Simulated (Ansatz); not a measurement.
Ge (space group P4_32_12)

```
Ge
1.0
    5.87865     0.00000     0.00000
    0.00000     5.87865     0.00000
    0.00000     0.00000     6.89847
Ge
12
Direct
  0.08823   0.08823   0.00000
  0.41177   0.58823   0.75000
  0.91177   0.91177   0.50000
  0.58823   0.41177   0.25000
  0.17202   0.36996   0.25632
  0.13004   0.67202   0.00632
  0.82798   0.63004   0.75632
  0.86996   0.32798   0.50632
  0.67202   0.13004   0.99368
  0.63004   0.82798   0.24368
  0.32798   0.86996   0.49368
  0.36996   0.17202   0.74368
```

The atoms are displaced by Q × the pattern below (from a DFPT mode at Γ, largest move 1; Q in Å), at fixed cell. It is one choice among 2 degenerate patterns.

| atom | x | y | z |
|---|---|---|---|
| Ge1 | -0.508 | 0.795 | 0.332 |
| Ge2 | 0.508 | 0.795 | -0.332 |
| Ge3 | -0.508 | 0.795 | -0.332 |
| Ge4 | 0.508 | 0.795 | 0.332 |
| Ge5 | -0.677 | -0.007 | -0.254 |
| Ge6 | 0.134 | -0.788 | 0.491 |
| Ge7 | -0.677 | -0.007 | 0.254 |
| Ge8 | 0.134 | -0.788 | -0.491 |
| Ge9 | 0.677 | -0.007 | -0.254 |
| Ge10 | -0.134 | -0.788 | 0.491 |
| Ge11 | 0.677 | -0.007 | 0.254 |
| Ge12 | -0.134 | -0.788 | -0.491 |

Level of theory: LDA (plane waves to 420 eV, PAW, scalar-relativistic; Ansatz, a first-principles code). k mesh 5×5×4 (Γ-centred), Fermi-Dirac smearing 0.05 eV. Energies are smeared free energies. Ge was relaxed with its symmetry unable to fall. This is one of several known forms of Ge; the measured ambient cells at hand have space group No. 227. ΔE is measured from the undisplaced structure.

| Q (Å) | ΔE (meV/cell) |
|---|---|
| -0.1000 | 963 |
| -0.0833 | 667 |
| -0.0667 | withheld |
| -0.0500 | 239 |
| -0.0333 | 106 |
| -0.0167 | 27 |
| 0.0000 | 0 |
| 0.0167 | 27 |
| 0.0333 | 106 |
| 0.0500 | 239 |
| 0.0667 | withheld |
| 0.0833 | 667 |
| 0.1000 | 963 |

Q: Fit an even polynomial form (powers 2, 4) to the given rows and predict ΔE at Q = -0.0667.

A: Least squares on the 11 given rows: ΔE = (95560)·Q² + (75520)·Q⁴, in meV/cell with Q in Å; root-mean-square residual 0.3 meV/cell. At -0.0667 the fit gives 427 meV/cell; the calculation gives 426 meV/cell, so the interpolation is off by 1 (+0.2 %). The quadratic term alone would give 425 meV/cell.

(For displaced atoms, the force is minus the slope of the energy, and its curvature is a force constant, which sets phonon frequencies.)
